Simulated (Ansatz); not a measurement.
**Ta: one atom moved along a line**

Computed with DFT PBEsol, scalar-relativistic, plane waves, PAW in Ansatz. Cutoff 420 eV, Γ-centred 10×10×10 k-points, Gaussian smearing of 0.15 eV. Spin–orbit coupling is left out, which can shift energies with elements as heavy as these. No spin polarisation. Energies are free energies at this smearing, counted from the undisturbed cell; pressure is positive in compression.

Zero of the scan (as given, not relaxed at this level; it stands at -3.8 GPa):

```
Ta
1.0
    -3.30256   -3.30256    3.30256
    -3.30256    3.30256   -3.30256
     3.30256   -3.30256   -3.30256
Ta
8
Direct
  0.50000 0.50000 0.50000
  0.00000 0.50000 0.50000
  0.50000 0.00000 0.50000
  0.00000 0.00000 0.50000
  0.50000 0.50000 0.00000
  0.00000 0.50000 0.00000
  0.50000 0.00000 0.00000
  0.00000 0.00000 0.00000
```

Atom 1 (Ta) is moved by x along the Cartesian unit vector (0.000, 0.000, 1.000); the cell and all other atoms stay fixed. The cell is metallic on the mesh throughout.

**Question.** Over the sampled range (-0.4500 to 0.3938), is the undisturbed cell the lowest point?

**Answer.** Yes, every other sampled point lies higher.

The scan:

| x (Å) | ΔE (meV/cell) |
| --- | --- |
| -0.4500 | 980.8 |
| -0.2250 | 250.7 |
| 0.0000 | 0.0 |
| 0.0563 | 15.8 |
| 0.1125 | 62.9 |
| 0.1688 | 141.4 |
| 0.2813 | 390.4 |
| 0.3375 | 559.2 |
| 0.3938 | 756.5 |